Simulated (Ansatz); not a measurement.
Ru₃W:
```
CELL_PARAMETERS angstrom
      3.85720     0.00000     0.00000
      0.00000     3.85720     0.00000
      0.00000     0.00000     3.85720
ATOMIC_POSITIONS crystal
  Ru 0.00000 0.50000 0.50000
  Ru 0.50000 0.50000 0.00000
  Ru 0.50000 0.00000 0.50000
  W  0.00000 0.00000 0.00000
```

Relaxed with PBE. Special points in fractions of this cell's reciprocal vectors: Γ (0.000, 0.000, 0.000); X (0.000, 0.500, 0.000); M (0.500, 0.500, 0.000); R (0.500, 0.500, 0.500).

Q: List the band energies nearest the Fermi level at these points for PBE in the plane-wave PAW code Ansatz.

A: In eV from the Fermi level; about four levels below and three above (degenerate sets whole), none deeper than 8.9 eV; points with the same levels are listed once.

```tsv
k	below	above
Γ	-5.46 -5.46 -5.46 -2.09 -2.09 -2.09	0.30 0.30 1.67
X	-1.02 -0.58 -0.58 -0.44	0.52 0.52 0.78
M	-1.07 -1.07 -0.26 -0.12	0.72 1.11 1.11
R	-2.17 -2.17 -2.17 -1.95 -1.95	0.95 0.95 0.95
```

Space group Pm-3m (Cu3Au type). A made-up cell: these elements were put on the sites of a structure type; neither database checked (COD, Materials Project) lists it. Whether it is the stable phase at ambient conditions was not checked. The cell was relaxed with PBE under the symmetry of its start; whether a distortion lowers the energy is not shown. No spin polarisation was allowed. Scalar-relativistic: spin–orbit coupling is off unless named, which matters more the heavier the elements.

Potentials: the earlier of the program's two PAW sets.
